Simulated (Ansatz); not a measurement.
# Zone-centre phonons of TlBi2: input and output

Theory: DFT LDA, scalar-relativistic, plane waves, PAW (Ansatz 0.2.0).

Launched with:
```bash
ansatz run input.yaml --threads 1 --pin off --max-ram 3072MiB --backend cpu --events-out ev --progress --plain --runs-dir out
```

Input (bare energies are in eV):
```yaml
crystal:
  lattice:
    - [5.5872567706, 0.0, 0.0]
    - [-2.7936283853, 4.8387063008, 0.0]
    - [0.0, 0.0, 3.2961253004]
  atoms:
    - { symbol: Tl, position: [0.0, 0.0, 0.0] }
    - { symbol: Bi, position: [0.6666666667, 0.3333333333, 0.5] }
    - { symbol: Bi, position: [0.3333333333, 0.6666666667, 0.5] }
basis:
  ecutwfc: 420
kpoints:
  mp_grid: { grid: [12, 12, 12] }
hamiltonian:
  xc: lda
scf:
  occupations: { method: fermi_dirac, width: 0.15 }
output:
  eigenvalues: true
phonons:
  method: dfpt
  eigenvectors: true
```

Results section of the output:
```
--- Phonons (Γ-DFPT): 4 representative perturbations + reference, on 301 of 1728 k-points (Σ response iterations 11) ---
  k mesh reduced under 4 symmetry operations, with k and −k counted as one. Each operation leaves every solved displacement unchanged or reverses it
  ASR residual: 3.904e-4 → 0.000e0 eV/Å²; symmetrization residual: 1.801e-4 eV/Å²
  ASR residual per site (eV/Å²): 3.90e-4 2.01e-4 2.01e-4
  Γ frequencies (cm⁻¹): 0.00 0.00 0.00 27.13 30.86 54.54 54.54 80.16 80.16
  non-analytic LO–TO correction: not included (Born effective charges unavailable; polar crystals: no LO–TO splitting at Γ)
```

It took 5.8 min on 1 thread of Arm Neoverse V1 (shared host), peak memory 2.1 GiB.

In a metal, frequencies and elastic constants depend on the k mesh and the smearing, soft modes and shear constants most. Spin–orbit coupling is left out, which can shift energies with elements as heavy as these.